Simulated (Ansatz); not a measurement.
CaZn2Ge2:
```xyz
5
Lattice="-2.1269 2.1269 5.2962 2.1269 -2.1269 5.2962 2.1269 2.1269 -5.2962" Properties=species:S:1:pos:R:3 pbc="T T T"
Ge     0.0000     0.0000     4.0545
Ge     0.0000     0.0000     6.5379
Ca     0.0000     0.0000     0.0000
Zn     0.0000     2.1269     2.6481
Zn     2.1269     0.0000     2.6481
```

Relaxed with r²SCAN.

Question: Map the electron localisation function on the plane through (0.383, 0.383, 0.000) spanned by u = [1, 1, 0] and v = [1, 0, 1] in lattice vectors, from plane-wave PAW r²SCAN (Ansatz code).

Answer: x is the fraction of u, y of v (the angle between them is 90°; rows are the nearest grid lines); atoms in the plane: Ge at (0.00, 0.00), Ge at (0.23, 0.00), Ca at (0.62, 0.00), Zn at (0.87, 0.50), Zn at (0.37, 0.50).
```
y \ x   0.000  0.100  0.175  0.275  0.375  0.450  0.550  0.625  0.725  0.825  0.900   1.00
------  -----  -----  -----  -----  -----  -----  -----  -----  -----  -----  -----  -----
1.00    0.145  0.547  0.231  0.060  0.252  0.043  0.829  0.733  0.138  0.109  0.363  0.145
0.905   0.046  0.563  0.328  0.202  0.269  0.069  0.765  0.849  0.064  0.135  0.426  0.046
0.857   0.223  0.568  0.380  0.358  0.277  0.112  0.582  0.854  0.035  0.169  0.481  0.223
0.762   0.501  0.477  0.514  0.572  0.200  0.234  0.053  0.386  0.064  0.200  0.315  0.501
0.714   0.620  0.386  0.524  0.574  0.195  0.241  0.036  0.060  0.144  0.199  0.212  0.620
0.619   0.484  0.177  0.327  0.258  0.034  0.208  0.128  0.033  0.297  0.127  0.080  0.484
0.524   0.335  0.074  0.164  0.202  0.000  0.196  0.192  0.064  0.328  0.016  0.002  0.335
0.476   0.335  0.074  0.164  0.202  0.000  0.196  0.192  0.064  0.328  0.016  0.002  0.335
0.381   0.484  0.177  0.327  0.257  0.034  0.208  0.128  0.033  0.297  0.127  0.080  0.484
0.286   0.620  0.386  0.524  0.574  0.195  0.241  0.036  0.060  0.144  0.199  0.212  0.620
0.238   0.501  0.477  0.514  0.572  0.200  0.234  0.053  0.387  0.064  0.200  0.316  0.501
0.143   0.223  0.569  0.380  0.359  0.277  0.112  0.582  0.854  0.036  0.169  0.480  0.223
0.0952  0.046  0.564  0.327  0.202  0.269  0.069  0.765  0.849  0.064  0.135  0.425  0.046
0.000   0.145  0.547  0.231  0.060  0.252  0.043  0.829  0.733  0.138  0.109  0.363  0.145
```

The density is the valence pseudo-density with augmentation charge, so density and ELF within about 1 Å of a nucleus are not all-electron values.

Space group I4/mmm. The workflow started from an entry of the Crystallography Open Database (COD). Its standing as an ambient phase is unchecked. The r²SCAN relaxation kept the symmetry of its start; whether a distortion lowers the energy is not shown.

Potentials: the later of the program's two PAW sets.
